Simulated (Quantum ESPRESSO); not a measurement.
PbTe is taken in the cubic space group Fm-3m (No. 225), the rock salt structure, Pearson symbol cF8. Cell: a = b = c = 6.4391 Å, α = β = γ = 90.00°. Te on 4a sees 6 Pb at 3.220 Å (octahedral). Pb on 4b is surrounded by 6 Te at 3.220 Å (octahedral). (Neighbours: up to the widest gap in distance over summed covalent radii, below 1.35, at either atom.)
(The calculation used a cell of 2 atoms; values per cell refer to that cell.)

Cell and atoms were relaxed with PBEsol from Materials Project entry mp-19717, within its symmetry.

### Question
What does PBE (stringent potentials; pw.x of Quantum ESPRESSO, ONCV potentials, without SOC) give for the electronic structure near the Fermi level?

### Answer
The PBE gap is direct, 0.72 eV at L. Spin-orbit coupling is left out; with 6p states at a band edge it can lower the gap by many tenths of an eV, most of a small gap.
